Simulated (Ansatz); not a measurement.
All numbers below come from Ansatz, DFT PBE, scalar-relativistic, plane waves, PAW. Cutoff 420 eV, Γ-centred 12×12×12 mesh (5-atom cell), Gaussian smearing of 0.10 eV, no spin polarisation.

Formation energies are uncorrected and count from the elements' standard states at the same level.

Question: Find a candidate trigonal metal that holds O and 2 more elements, with a formation energy near −1.90 eV/atom and about 16 Å³ per atom, in a cell of 5 atoms. Its symmetry should be R-3m (No. 166).

Answer: Na₂ZrO₂, space group R-3m (No. 166). Around Na lie 3 O at 2.47 Å, 6 Na at 3.21 Å and 3 Zr at 3.43 Å; around Zr lie 6 O at 2.23 Å, 6 Zr at 3.21 Å and 6 Na at 3.43 Å; O is surrounded by 3 Zr at 2.23 Å and 3 Na at 2.47 Å.

```
CELL_PARAMETERS angstrom
1.60380 0.92596 8.90377
-1.60380 0.92596 8.90377
0.00000 -1.85191 8.90377
ATOMIC_POSITIONS crystal
Na 0.72538 0.72538 0.72538
Na 0.27462 0.27462 0.27462
Zr 0.50000 0.50000 0.50000
O 0.12017 0.12017 0.12017
O 0.87983 0.87983 0.87983
```

The volume per atom is 15.87 Å³. The density is 3.54 g/cm³. The energy over the elements is −1.90 eV/atom and the gap on the 12×12×12 mesh of the 5-atom cell is 0 eV (a metal).

The structure comes from a generated guess, relaxed at this level; another structure or a mixture of phases may lie lower. Other answers may fit too; this one was computed.

Symmetry constrained the relaxation, so the result can be a saddle point.
